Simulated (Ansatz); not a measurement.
TaS₂ (CdI2 type)

```cif
data_S2Ta
_chemical_formula_sum 'Ta1 S2'
_space_group_name_H-M_alt 'P 1'
_space_group_IT_number 1
_cell_length_a 3.32876
_cell_length_b 3.32876
_cell_length_c 5.78615
_cell_angle_alpha 90.000
_cell_angle_beta 90.000
_cell_angle_gamma 120.000
loop_
_space_group_symop_operation_xyz
  'x, y, z'
loop_
_atom_site_label
_atom_site_type_symbol
_atom_site_fract_x
_atom_site_fract_y
_atom_site_fract_z
_atom_site_occupancy
Ta1 Ta 0.00000 0.00000 0.00000 1
S1 S 0.33333 0.66667 0.26699 1
S2 S 0.66667 0.33333 0.73301 1
```

E(V) scan at fixed shape, V₀ the volume above. The atoms relax within the cell's symmetry.

All values below come from PBE-D3(BJ) (plane waves to 420 eV, PAW, scalar-relativistic; Ansatz, a quantum-chemistry and plane-wave program). k mesh 17×17×9 (Γ-centred), Fermi-Dirac smearing 0.05 eV. E stands for the smeared free energy. Compression counts positive. Spin-orbit coupling is left out, though Ta is heavy. TaS2 is run without spin polarisation. TaS2 was relaxed with its symmetry unable to fall. ΔE is measured from the relaxed starting cell.

### Question
What ΔE (eV/atom) and P (GPa) does the calculation give at V/V₀ = 0.900, 0.917, 1.017, 1.033, 1.100?

### Answer
```
V/V₀   ΔE (eV/atom)  P (GPa)
-----  ------------  -------
0.900         0.042      8.1
0.917         0.028      6.4
1.017         0.001     -0.9
1.033         0.004     -1.8
1.100         0.029     -4.6
```

(Under strain, the slope of the energy per volume gives the stress and its curvature an elastic modulus.)
